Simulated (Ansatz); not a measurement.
Calculation for Au: DFT, PBE, all-electron LAPW, scalar-relativistic (Ansatz 0.2.0).

The cell comes from a relaxation on PAW files under the same functional, begun from a database entry that needn't be the ground state.

Command: `ansatz run input.yaml --threads 1 --pin off --max-ram 3072MiB --backend cpu --events-out ev --progress --plain --runs-dir out` It took 37 s on 1 thread of Arm Neoverse V2 (shared host), peak memory 0.58 GiB.

```yaml
crystal:
  lattice:
    - [0.0, 2.0785962888, 2.0785962888]
    - [2.0785962888, 0.0, 2.0785962888]
    - [2.0785962888, 2.0785962888, 0.0]
  atoms:
    - { symbol: Au, position: [0.0, 0.0, 0.0] }
kpoints:
  mp_grid: { grid: [21, 21, 21] }
scf:
  occupations: { method: fermi_dirac, width: 0.05 }
hamiltonian:
  xc: pbe
  pseudopotentials: { kind: all_electron, lapw: { basis_error: 0.0005 } }
output:
  forces: true
  stress: true
  eigenvalues: true
```

Output:

```
LAPW: plane waves up to 8.180 Å⁻¹, error target 5.0e-4 eV per atom; small_component_spin mean_spin; Au in spheres of 1.470 Å, 43 of its electrons in bands, Dirac shells [] (how accurate: hamiltonian.pseudopotentials.lapw.basis_error, Limitations)
Engine: ansatz 0.2.0
Pseudopotentials: kind: all_electron
Pseudopotential: Au, LAPW, valence charge 43, lapw/all_electron/scalar/gaussian/Au, Koelling and Harmon's equation, gaussian nucleus
Functional definition: PBE
  parameter kappa = 0.804
  parameter beta = 0.06672455060314922
  exchange = pbe_x(kappa = kappa, mu = beta*pi^2/3)
  correlation = pbe_c(beta = beta)
Crystal: 1 atoms, lattice volume = 17.961 Å³
Basis set: ecut = 254.93680991188785 eV, 169 PW (Γ), exchange–correlation at level 2
Bands: 26, of which v1, the nominal top of the filled ones, is band 22 counted from 1 (21 counted from 0)
Symmetry: 48 space group operations
Space group: Fm-3m (ITA 225), of the structure as read, at distance tolerance 2.6e-5 Å
k-points: 286 of 9261
Non-local potential: Au, projectors of the file, none
Initial density: superposition of atomic densities (chi_scale 0.1, normalization cell)
Initial wavefunctions: plane waves of lowest kinetic energy (no species holds an atomic orbital)
Functional: x = pbe(κ = 0.804, μ = 0.2195149727645171), c = pbe(β = 0.06672455060314922)
iter 1 solved again at ethr=1.11e-4 eV; its pass at ethr=1.00e-1 eV (dr2=4.77e-2 eV) is discarded
SCF iter   1: F=—  HF=-517225.133575 eV  |F-HF|=—  |Δ(HF+E_count)|=         —  Δρ=2.13e-2  dr2=4.79e-2  ethr=1.11e-4  ⟨swp⟩=3.0  Hψ=46032  notcnv=0
preconditioner: auto → Kerker (q_TF=auto, 3.156 Å⁻¹)  [metal: Δε(μ)=0.089 eV  Ē_g=15.066 eV  σ=0.050 eV  W_gap=0.39  n_scr=14 (ndim 8)  ℏωp=29.1 eV  f_vac=0.042  D(μ)=0.29/eV (n_scr^D=0)]
iter 2 solved again at ethr=1.10e-5 eV; its pass at ethr=1.11e-4 eV (dr2=4.71e-3 eV) is discarded
SCF iter   2: F=—  HF=-517224.908749 eV  |F-HF|=—  |Δ(HF+E_count)|=   2.25e-1  Δρ=5.53e-3  dr2=4.72e-3  ethr=1.10e-5  ⟨swp⟩=2.0  Hψ=38309  notcnv=0
SCF iter   3: F=—  HF=-517224.887990 eV  |F-HF|=—  |Δ(HF+E_count)|=   2.08e-2  Δρ=6.18e-3  dr2=5.76e-3  ethr=1.10e-5  ⟨swp⟩=2.0  Hψ=21627  notcnv=0
SCF iter   4: F=—  HF=-517224.886899 eV  |F-HF|=—  |Δ(HF+E_count)|=   1.09e-3  Δρ=3.59e-3  dr2=2.34e-3  ethr=1.10e-5  ⟨swp⟩=2.0  Hψ=20345  notcnv=0
SCF iter   5: F=—  HF=-517224.887070 eV  |F-HF|=—  |Δ(HF+E_count)|=   1.71e-4  Δρ=1.64e-3  dr2=5.81e-4  ethr=5.44e-6  ⟨swp⟩=2.0  Hψ=21236  notcnv=0
SCF iter   6: F=—  HF=-517224.887220 eV  |F-HF|=—  |Δ(HF+E_count)|=   1.51e-4  Δρ=2.91e-4  dr2=1.41e-5  ethr=1.35e-6  ⟨swp⟩=2.3  Hψ=21680  notcnv=0
SCF iter   7: F=—  HF=-517224.887222 eV  |F-HF|=—  |Δ(HF+E_count)|=   1.61e-6  Δρ=7.79e-5  dr2=8.29e-7  ethr=3.28e-8  ⟨swp⟩=2.0  Hψ=21628  notcnv=0
SCF iter   8: F=-517224.887222 eV  HF=-517224.887222 eV  |F-HF|=4.37e-9  |Δ(HF+E_count)|=   2.52e-7  Δρ=1.59e-5  dr2=4.04e-8  ethr=1.93e-9  ⟨swp⟩=2.3  Hψ=21714  notcnv=0
SCF 1 converged in 8 iterations: F = -517224.887222 eV  dr2 = 4.04e-8
SCF converged after 8 iterations
Free energy (F): -517224.887222 eV
Harris-Foulkes:  -517224.887222 eV  (|F-HF|=4.37e-9)
Internal energy: -517224.883802 eV  (E = F + TS)
E sigma→0 (E₀):  -517224.885512 eV
Entropy (-TS):   -0.003420 eV (-3.420 meV/atom)
Fermi energy:    23.582930 eV
--- Per-component energies (eV) ---
  E_band       = -3904.139686
  E_kinetic    = 589518.662807
  E_xc         = -9914.818250
  E_electrostatic = -1096828.728360  (all electrons and nuclei)
  E_smearing   = -0.003420  (= −TS)
  E_closure    = -0.000000  (closes the sum)
  E_atoms      = -517221.663280  (free atoms, spherical and without spin; not in F)
  Σ components = -517224.887222   (vs F -517224.887222, Δ=0.00e0)
  Basis errors (estimates in eV, not in F): energy 9.9e-5 per atom: plane waves 8.6e-5 (6.2e-5 summed), levels above the bands 3.8e-149, relativity 1.7e-8, radial functions 1.2e-5, core shells 6.8e-9; eigenvalues (radial functions only) 6.5e-7; not estimated: angular momenta, meshes, grids; target (lapw.basis_error) 5.0e-4; muffin-tin radii Au 1.470 Å
--- Forces (eV/Å), atoms counted from 1 ---
  atom   1  Au    -0.00000000    -0.00000000     0.00000000
  max |Σ_I F_I| component: 1.56e-31 eV/Å
--- Stress (GPa, compression-positive) ---
       -0.014194       0.000000       0.000000
        0.000000      -0.014194       0.000000
        0.000000       0.000000      -0.014194
  P = ⅓ Tr σ = -0.0142 GPa (-0.142 kbar)
--- Band table (eV; the first three rows and the last of 286) ---
  k-point 0: bands = ["-299.0144", "-299.0144", "-299.0144", "-299.0025", "-299.0025", "-81.7269", "-54.7647", "-54.7556", "-54.7556", "-54.7556", "-54.7496", "-54.7496", "-54.7496", "-33.0878", "-33.0878", "-33.0878", "14.2189", "19.1241", "19.1241", "19.1241", "20.5089", "20.5089", "38.0711", "41.7747", "41.7747", "41.7747"]
  k-point 1: bands = ["-299.0144", "-299.0144", "-299.0144", "-299.0025", "-299.0025", "-81.7267", "-54.7647", "-54.7556", "-54.7556", "-54.7556", "-54.7496", "-54.7496", "-54.7496", "-33.0918", "-33.0885", "-33.0885", "14.2948", "19.1004", "19.1498", "19.1498", "20.4975", "20.4975", "38.1545", "41.2356", "41.8573", "41.8573"]
  k-point 2: bands = ["-299.0144", "-299.0144", "-299.0144", "-299.0025", "-299.0025", "-81.7261", "-54.7647", "-54.7557", "-54.7557", "-54.7556", "-54.7496", "-54.7495", "-54.7495", "-33.1034", "-33.0902", "-33.0902", "14.5183", "19.0373", "19.2195", "19.2195", "20.4711", "20.4711", "38.3528", "40.0475", "42.0928", "42.0928"]
  k-point 285: bands = ["-299.0144", "-299.0144", "-299.0144", "-299.0025", "-299.0025", "-81.7150", "-54.7642", "-54.7563", "-54.7563", "-54.7561", "-54.7493", "-54.7493", "-54.7493", "-33.2110", "-33.2025", "-33.1564", "17.9771", "18.5757", "18.8295", "20.4021", "21.8786", "27.7647", "29.5258", "30.0066", "32.7946", "45.3684"]
```

Next run (no relativity), as changes to the input before:

```diff
   xc: pbe
-  pseudopotentials: { kind: all_electron, lapw: { basis_error: 0.0005 } }
+  pseudopotentials:
+    kind: all_electron
+    lapw: { basis_error: 0.0005 }
+    relativity: none
 output:
```

Results part of the output:

```
SCF 1 converged in 8 iterations: F = -486246.167641 eV  dr2 = 2.23e-8
SCF converged after 8 iterations
Free energy (F): -486246.167641 eV
Harris-Foulkes:  -486246.167641 eV  (|F-HF|=3.26e-9)
Internal energy: -486246.164736 eV  (E = F + TS)
E sigma→0 (E₀):  -486246.166189 eV
Entropy (-TS):   -0.002905 eV (-2.905 meV/atom)
Fermi energy:    24.812760 eV
--- Per-component energies (eV) ---
  E_band       = -4017.892979
  E_kinetic    = 486134.436747
  E_xc         = -9306.247668
  E_electrostatic = -963074.353815  (all electrons and nuclei)
  E_smearing   = -0.002905  (= −TS)
  E_closure    = 0.000000  (closes the sum)
  E_atoms      = -486243.963681  (free atoms, spherical and without spin; not in F)
  Σ components = -486246.167641   (vs F -486246.167641, Δ=0.00e0)
  Basis errors (estimates in eV, not in F): energy 9.0e-5 per atom: plane waves 8.5e-5 (6.1e-5 summed), levels above the bands 1.3e-152, relativity 0.0e0, radial functions 5.2e-6, core shells 2.4e-8; eigenvalues (radial functions only) 4.1e-6; not estimated: angular momenta, meshes, grids; target (lapw.basis_error) 5.0e-4; muffin-tin radii Au 1.470 Å
--- Forces (eV/Å), atoms counted from 1 ---
  atom   1  Au    -0.00000000     0.00000000     0.00000000
  max |Σ_I F_I| component: 2.47e-31 eV/Å
--- Stress (GPa, compression-positive) ---
       23.571207       0.000000       0.000000
        0.000000      23.571207       0.000000
        0.000000       0.000000      23.571207
  P = ⅓ Tr σ = 23.5712 GPa (235.712 kbar)
--- Band table (eV; the first three rows and the last of 286) ---
  k-point 0: bands = ["-302.5038", "-302.5038", "-302.5038", "-302.4967", "-302.4967", "-66.7950", "-66.7898", "-66.7898", "-66.7898", "-66.7861", "-66.7861", "-66.7861", "-56.9102", "-26.4870", "-26.4870", "-26.4870", "16.9409", "18.8860", "18.8860", "18.8860", "20.1981", "20.1981", "38.2817", "42.3916", "42.3916", "42.3916"]
  k-point 1: bands = ["-302.5038", "-302.5038", "-302.5038", "-302.4967", "-302.4967", "-66.7950", "-66.7898", "-66.7898", "-66.7898", "-66.7861", "-66.7861", "-66.7861", "-56.9093", "-26.4933", "-26.4880", "-26.4880", "17.0119", "18.8662", "18.9108", "18.9108", "20.1876", "20.1876", "38.3597", "41.9156", "42.4782", "42.4782"]
  k-point 2: bands = ["-302.5038", "-302.5038", "-302.5038", "-302.4967", "-302.4967", "-66.7950", "-66.7898", "-66.7898", "-66.7898", "-66.7861", "-66.7861", "-66.7861", "-56.9068", "-26.5113", "-26.4906", "-26.4906", "17.2127", "18.8220", "18.9785", "18.9785", "20.1637", "20.1637", "38.5547", "40.8524", "42.7292", "42.7292"]
  k-point 285: bands = ["-302.5038", "-302.5038", "-302.5038", "-302.4967", "-302.4967", "-66.7948", "-66.7901", "-66.7901", "-66.7900", "-66.7860", "-66.7860", "-66.7860", "-56.8583", "-26.6784", "-26.6651", "-26.5929", "17.9050", "18.4930", "18.7655", "20.2259", "21.4956", "30.1215", "31.0573", "32.3846", "33.3240", "45.5131"]
```

Next run (spin-orbit coupling on), as changes to the input before:

```diff
   xc: pbe
-  pseudopotentials:
-    kind: all_electron
-    lapw: { basis_error: 0.0005 }
-    relativity: none
+  pseudopotentials: { kind: all_electron, lapw: { basis_error: 0.0005 } }
 output:
   eigenvalues: true
+magnetization:
+  noncollinear: true
+  spin_orbit: true
```

Results part of the output:

```
SCF 1 converged in 8 iterations: F = -518212.474600 eV  dr2 = 4.81e-8
SCF converged after 8 iterations
Magnetization: |M| = 0.0000 μB,  M = (+0.0000, +0.0000, +0.0000) μB
Absolute magnetization: 0.0000 μB (∫|m|)
  site 0: m = (+0.0000, +0.0000, +0.0000) μB, |m| = 0.0000 μB  (R = 1.47 Å)
Free energy (F): -518212.474600 eV
Harris-Foulkes:  -518212.474600 eV  (|F-HF|=7.45e-9)
Internal energy: -518212.471317 eV  (E = F + TS)
E sigma→0 (E₀):  -518212.472958 eV
Entropy (-TS):   -0.003282 eV (-3.282 meV/atom)
Fermi energy:    23.632622 eV
--- Per-component energies (eV) ---
  E_band       = -3903.210972
  E_kinetic    = 594934.364180
  E_xc         = -9945.820774
[... lines left out ...]
  Σ components = -518212.474600   (vs F -518212.474600, Δ=0.00e0)
  Basis errors (estimates in eV, not in F): energy 1.0e-4 per atom: plane waves 8.6e-5 (6.2e-5 summed), levels above the bands 1.2e-150, relativity 1.1e-7, radial functions 1.4e-5, core shells 1.0e-8; eigenvalues (radial functions only) 9.2e-7; not estimated: angular momenta, meshes, grids; target (lapw.basis_error) 5.0e-4; muffin-tin radii Au 1.470 Å
--- Forces (eV/Å), atoms counted from 1 ---
  atom   1  Au    -0.00000000     0.00000000     0.00000000
  max |Σ_I F_I| component: 6.81e-25 eV/Å
--- Stress (GPa, compression-positive) ---
       -1.413128       0.000000       0.000000
        0.000000      -1.413128       0.000000
        0.000000       0.000000      -1.413128
  P = ⅓ Tr σ = -1.4131 GPa (-14.131 kbar)
--- Band table (eV; the first three rows and the last of 286) ---
  k-point 0: bands = ["-309.5145", "-309.5145", "-309.5145", "-309.5145", "-291.4305", "-291.4305", "-291.4230", "-291.4230", "-291.4230", "-291.4230", "-81.5852", "-81.5852", "-56.6123", "-56.6123", "-56.6043", "-56.6043", "-56.6043", "-56.6043", "-52.8023", "-52.8023", "-52.7947", "-52.7947", "-52.7947", "-52.7947", "-52.7907", "-52.7907", "-45.2896", "-45.2896", "-28.6990", "-28.6990", "-28.6990", "-28.6990", "14.2189", "14.2189", "18.4787", "18.4787", "18.4787", "18.4787", "19.6897", "19.6897", "20.7819", "20.7819", "20.7819", "20.7819", "38.0642", "38.0642", "40.8268", "40.8268", "42.0191", "42.0191", "42.0191", "42.0191"]
  k-point 1: bands = ["-309.5145", "-309.5145", "-309.5145", "-309.5145", "-291.4305", "-291.4305", "-291.4230", "-291.4230", "-291.4230", "-291.4230", "-81.5850", "-81.5850", "-56.6123", "-56.6123", "-56.6043", "-56.6043", "-56.6043", "-56.6043", "-52.8023", "-52.8023", "-52.7947", "-52.7947", "-52.7947", "-52.7947", "-52.7907", "-52.7907", "-45.2903", "-45.2903", "-28.7029", "-28.7029", "-28.6998", "-28.6998", "14.2944", "14.2944", "18.4802", "18.4802", "18.4898", "18.4898", "19.7000", "19.7000", "20.7585", "20.7585", "20.7866", "20.7866", "38.1475", "38.1475", "40.6292", "40.6292", "41.7565", "41.7565", "42.1015", "42.1015"]
  k-point 2: bands = ["-309.5145", "-309.5145", "-309.5145", "-309.5145", "-291.4305", "-291.4305", "-291.4230", "-291.4230", "-291.4230", "-291.4230", "-81.5844", "-81.5844", "-56.6123", "-56.6123", "-56.6043", "-56.6043", "-56.6043", "-56.6043", "-52.8023", "-52.8023", "-52.7947", "-52.7947", "-52.7947", "-52.7947", "-52.7907", "-52.7907", "-45.2926", "-45.2926", "-28.7142", "-28.7142", "-28.7022", "-28.7022", "14.5166", "14.5166", "18.4814", "18.4814", "18.5182", "18.5182", "19.7382", "19.7382", "20.6937", "20.6937", "20.8064", "20.8064", "38.3360", "38.3360", "39.7478", "39.7478", "41.6616", "41.6616", "42.3382", "42.3382"]
  k-point 285: bands = ["-309.5145", "-309.5145", "-309.5145", "-309.5145", "-291.4305", "-291.4305", "-291.4230", "-291.4230", "-291.4230", "-291.4230", "-81.5732", "-81.5732", "-56.6124", "-56.6124", "-56.6044", "-56.6044", "-56.6044", "-56.6044", "-52.8023", "-52.8023", "-52.7951", "-52.7951", "-52.7950", "-52.7950", "-52.7904", "-52.7904", "-45.3355", "-45.3355", "-28.8602", "-28.8602", "-28.8140", "-28.8140", "17.7481", "17.7481", "18.2112", "18.2112", "18.8907", "18.8907", "20.5815", "20.5815", "21.9588", "21.9588", "27.7330", "27.7330", "29.0655", "29.0655", "30.2523", "30.2523", "32.8441", "32.8441", "45.3332", "45.3332"]
```
